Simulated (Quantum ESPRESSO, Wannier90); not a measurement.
# Wannierisation of Pb$_{2}$SeS (P4/mmm)

Materials Project entry mp-1219943; symmetrised, unrelaxed at this level. Not found in the COD (Crystallography Open Database) copy used; not checked further. Method: PBEsol plane waves in Quantum ESPRESSO 7.5 (PseudoDojo norm-conserving files, 69 Ry, spinors with spin-orbit coupling), Bloch states on a 6×6×4 mesh through Γ, Wannier90 4.0.1. Density: 8×8×6 mesh, Gaussian smearing 0.01 Ry. With spin-orbit coupling a semilocal functional can close or falsely invert a small gap; the band order was not checked against a better method.

On the energy scale of pw.x, whose zero is arbitrary, the Fermi level lies at 8.44 eV.

Input w.win:

```
num_bands = 8
num_wann = 8
exclude_bands = 1-10,19-82
spinors = true
num_iter = 1000
conv_tol = 1.0e-6
conv_window = 4
write_hr = true
write_u_matrices = true
auto_projections = true
begin unit_cell_cart
ang
    4.2971300000    0.0000000000    0.0000000000
    0.0000000000    4.2971300000    0.0000000000
    0.0000000000    0.0000000000    6.0924300000
end unit_cell_cart
begin atoms_frac
Pb   0.0000000000  0.0000000000  0.0000000000
Pb   0.5000000000  0.5000000000  0.5000000000
Se   0.5000000000  0.5000000000  0.0000000000
S    0.0000000000  0.0000000000  0.5000000000
end atoms_frac
mp_grid = 6 6 4
begin kpoints
0.0000000000 0.0000000000 0.0000000000
0.0000000000 0.0000000000 0.2500000000
0.0000000000 0.0000000000 0.5000000000
... (141 more lines: the 6x6x4 mesh through Gamma)
end kpoints
```

Input of pw2wannier90.x that gives the overlap and projection files (equivalent; here they were cut from one run over all bands):

```
&inputpp
  outdir = './out'
  prefix = 'pwscf'
  seedname = 'w'
  write_amn = .true.
  write_mmn = .true.
  scdm_proj = .true.
  scdm_entanglement = 'isolated'
/
```

Output w.wout (banner and timings cut):

```
                                    ------
                                    SYSTEM
                                    ------

                              Lattice Vectors (Ang)
                    a_1     4.297130   0.000000   0.000000
                    a_2     0.000000   4.297130   0.000000
                    a_3     0.000000   0.000000   6.092430

                   Unit Cell Volume:     112.49871  (Ang^3)

                        Reciprocal-Space Vectors (Ang^-1)
                    b_1     1.462182   0.000000   0.000000
                    b_2     0.000000   1.462182   0.000000
                    b_3     0.000000   0.000000   1.031310

 *----------------------------------------------------------------------------*
 |   Site       Fractional Coordinate          Cartesian Coordinate (Ang)     |
 +----------------------------------------------------------------------------+
 | pb   1   0.00000   0.00000   0.00000   |    0.00000   0.00000   0.00000    |
 | pb   2   0.50000   0.50000   0.50000   |    2.14857   2.14857   3.04622    |
 | se   1   0.50000   0.50000   0.00000   |    2.14857   2.14857   0.00000    |
 | s    1   0.00000   0.00000   0.50000   |    0.00000   0.00000   3.04622    |
 *----------------------------------------------------------------------------*
                                ------------
                                K-POINT GRID
                                ------------

             Grid size =  6 x  6 x  4      Total points =  144

 *---------------------------------- MAIN ------------------------------------*
 |  Number of Wannier Functions               :                 8             |
 |  Number of Objective Wannier Functions     :                 8             |
 |  Number of input Bloch states              :                 8             |
 |  Output verbosity (1=low, 5=high)          :                 1             |
 |  Timing Level (1=low, 5=high)              :                 1             |
 |  Optimisation (0=memory, 3=speed)          :                 3             |
 |  Length Unit                               :               Ang             |
 |  Post-processing setup (write *.nnkp)      :                 F             |
 |  Using Gamma-only branch of algorithms     :                 F             |
 *----------------------------------------------------------------------------*
 *------------------------------- WANNIERISE ---------------------------------*
 |  Total number of iterations                :              1000             |
 |  Number of CG steps before reset           :                 5             |
 |  Trial step length for line search         :             2.000             |
 |  Convergence tolerence                     :         0.100E-05             |
 |  Convergence window                        :                 4             |
 |  Iterations between writing output         :                 1             |
 |  Iterations between backing up to disk     :               100             |
 |  Write r^2_nm to file                      :                 F             |
 |  Write xyz WF centres to file              :                 F             |
 |  Write on-site energies <0n|H|0n> to file  :                 F             |
 |  Use guiding centre to control phases      :                 F             |
 |  Use phases for initial projections        :                 F             |
 *----------------------------------------------------------------------------*
 *-------------------------------- PLOTTING ----------------------------------*
 |  Plotting Hamiltonian in WF basis          :                 T             |
 *----------------------------------------------------------------------------*

       ... (k-mesh section left out)

 Starting a new Wannier90 calculation ...

 Reading overlaps from w.mmn

 Reading projections from w.amn

 *------------------------------- WANNIERISE ---------------------------------*
 +--------------------------------------------------------------------+<-- CONV
 | Iter  Delta Spread     RMS Gradient      Spread (Ang^2)            |<-- CONV
 +--------------------------------------------------------------------+<-- CONV

 ------------------------------------------------------------------------------
 Initial State
  WF centre and spread    1  ( -2.148565,  2.148565, -3.046211 )     0.56368858
  WF centre and spread    2  (  0.000000, -0.000000,  0.000002 )     0.56222706
  WF centre and spread    3  (  0.000000,  0.000001, -0.000001 )     0.56543282
  WF centre and spread    4  (  2.148564,  2.148563,  3.046214 )     0.56154960
  WF centre and spread    5  ( -2.148565, -2.148563,  3.046214 )     0.56128681
  WF centre and spread    6  ( -0.000001,  0.000001, -0.000001 )     0.56593158
  WF centre and spread    7  ( -2.148564,  2.148564,  3.046213 )     0.56218747
  WF centre and spread    8  ( -0.000000, -0.000001, -0.000000 )     0.56475333
  Sum of centres and spreads ( -4.297130,  4.297130,  6.092430 )     4.50705726

      0     0.451E+01     0.0000000000        4.5070572466  <-- CONV
        O_D=      0.0002020 O_OD=      0.0028387 O_TOT=      4.5070572 <-- SPRD
 ------------------------------------------------------------------------------
      1    -0.137E-02     0.0263034907        4.5056832323  <-- CONV
        O_D=      0.0000175 O_OD=      0.0016493 O_TOT=      4.5056832 <-- SPRD
      2    -0.281E-04     0.0051006809        4.5056551158  <-- CONV
        O_D=      0.0000094 O_OD=      0.0016292 O_TOT=      4.5056551 <-- SPRD
      3    -0.758E-06     0.0015601873        4.5056543583  <-- CONV
        O_D=      0.0000093 O_OD=      0.0016286 O_TOT=      4.5056544 <-- SPRD
      4    -0.192E-06     0.0006497192        4.5056541661  <-- CONV
        O_D=      0.0000093 O_OD=      0.0016284 O_TOT=      4.5056542 <-- SPRD
      5    -0.571E-07     0.0003419986        4.5056541090  <-- CONV
        O_D=      0.0000092 O_OD=      0.0016284 O_TOT=      4.5056541 <-- SPRD
      6    -0.430E-07     0.0002465287        4.5056540660  <-- CONV
        O_D=      0.0000092 O_OD=      0.0016284 O_TOT=      4.5056541 <-- SPRD
             <<<     Delta < 1.000E-06  over  4 iterations     >>>
             <<< Wannierisation convergence criteria satisfied >>>
 Final State
  WF centre and spread    1  ( -2.148565,  2.148565, -3.046215 )     0.56348734
  WF centre and spread    2  (  0.000000,  0.000000, -0.000000 )     0.56213692
  WF centre and spread    3  (  0.000000, -0.000000,  0.000000 )     0.56527259
  WF centre and spread    4  (  2.148565,  2.148565,  3.046215 )     0.56132341
  WF centre and spread    5  ( -2.148565, -2.148565,  3.046215 )     0.56093838
  WF centre and spread    6  ( -0.000000, -0.000000,  0.000000 )     0.56570697
  WF centre and spread    7  ( -2.148565,  2.148565,  3.046215 )     0.56210042
  WF centre and spread    8  (  0.000000, -0.000000, -0.000000 )     0.56468804
  Sum of centres and spreads ( -4.297130,  4.297130,  6.092430 )     4.50565408

         Spreads (Ang^2)       Omega I      =     4.504016474
        ================       Omega D      =     0.000009240
                               Omega OD     =     0.001628353
    Final Spread (Ang^2)       Omega Total  =     4.505654066
```
